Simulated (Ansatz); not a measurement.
Data:

Sb2TeO2:
```
Sb2TeO2
1.0
   -1.93562     1.93562     6.23658
    1.93562    -1.93562     6.23658
    1.93562     1.93562    -6.23658
Sb O Te
2 2 1
Direct
  0.34569   0.34569   0.00000
  0.65431   0.65431   0.00000
  0.75000   0.25000   0.50000
  0.25000   0.75000   0.50000
  0.00000   0.00000   0.00000
```

This is the r²SCAN-relaxed structure.

Task: All from r²SCAN in the plane-wave PAW code Ansatz, unless another level is named. Give the electronic character.

Result: metallic (no gap).

Task: What about the formation energy from the elements (no fitted shifts)?

Result: -72 kJ/mol of atoms.

Task: What about the density of states at the Fermi level?

Result: 0.05 states/eV per atom (mean over ±0.08 eV).

Space group I4/mmm. The cell is a constructed one: a structure type filled with these elements; neither database checked (COD, Materials Project) lists it. Its standing as an ambient phase is unchecked. The cell was relaxed with r²SCAN under the symmetry of its start; its stability against distortions is not shown here. The references are the lowest solids computed at this level, not always the standard phases (solids in place of the gases). Spin–orbit coupling is left out wherever it is not named.

Potentials: the earlier of the program's two PAW sets. The files were generated under PBE; for other functionals the program regenerates the frozen cores, and for LDA and PBEsol the local potential too.
